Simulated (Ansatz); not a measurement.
Hg4Pt: how the free axis answers a strain

Hg4Pt, Im-3m, a = 6.229 Å. The structure is a COD entry; whether it is the stable form wasn't checked. Ansatz: PBEsol, PAW, 420 eV, Γ-centred 6×6×6 mesh on 10 atoms, Gaussian smearing 0.10 eV; no spin polarisation. Series: biaxial strain in the a-b plane, c and atoms relaxed; x is the strain in per cent. y is the change of c in per cent of 6.229 Å.

| x (%) | y (%) |
| --- | --- |
| -3.0 | ? |
| -2.0 | 2.74 |
| -1.0 | 1.32 |
| 0.0 | 0.00 |
| 1.0 | -1.33 |
| 2.0 | -2.47 |

Q: Fit y = c1 x + c2 x² to the other rows, say what c1 measures, and predict the missing y.

A: Least squares on the rows shown. y = −1.307 x + 0.03147 x². With no stress along c, c1 = −2C12/C11 = -1.307. At x = -3.0 the fit asked for gives 4.20 %. The run gave 4.22 %, so the fit is 0.02 % too low, within the rms miss on the fitted rows (0.03 %). The form still works here, 25 % of the fitted range beyond its end.

Spin–orbit coupling is left out, which can shift energies with elements as heavy as these.